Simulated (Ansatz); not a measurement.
## Two states of SrVO₃

```xyz
10
Lattice="3.7925 0.0000 3.7925 0.0000 3.7925 0.0000 3.7925 0.0000 -3.7925" Properties=species:S:1:pos:R:3 pbc="T T T"
Sr    1.8962    1.8962   -1.8962
Sr    1.8962    1.8962    1.8962
V     0.0000    0.0000    0.0000
V     3.7925    0.0000    0.0000
O     1.8962    0.0000    0.0000
O     5.6887    0.0000    0.0000
O     0.0000    1.8962    0.0000
O     3.7925    1.8962    0.0000
O     3.7925    0.0000   -1.8962
O     3.7925    0.0000    1.8962
```

The numbers come from plane-wave PAW DFT (Ansatz): PBE, with U_eff = 5.03 eV on V d (all-electron-ortho-atomic projectors), 420 eV, 4×6×4 Γ-centred k points, methfessel-paxton occupations (width 0.0724 eV). Nothing was relaxed.

State A: V3 up, V4 up (collinear spin). State B: V3 up, V4 down (collinear spin).

Task: Compare the two self-consistent states.

Result: State A is lower by 1.9 meV an atom at zero smearing.

```csv
state,free energy (meV/atom),largest moment in a small sphere (μB),net moment (μB/cell),gap on mesh (eV),pressure (GPa),largest force (eV/Å)
A,0.0,0.82,2.00,0.24,16.9,0.62
B,1.9,0.77,0.00,0.97,16.8,0.63
```

Origin: a database entry at a rescaled volume. Caveats: the state breaks the symmetry of the cell; atoms or cell far from equilibrium.
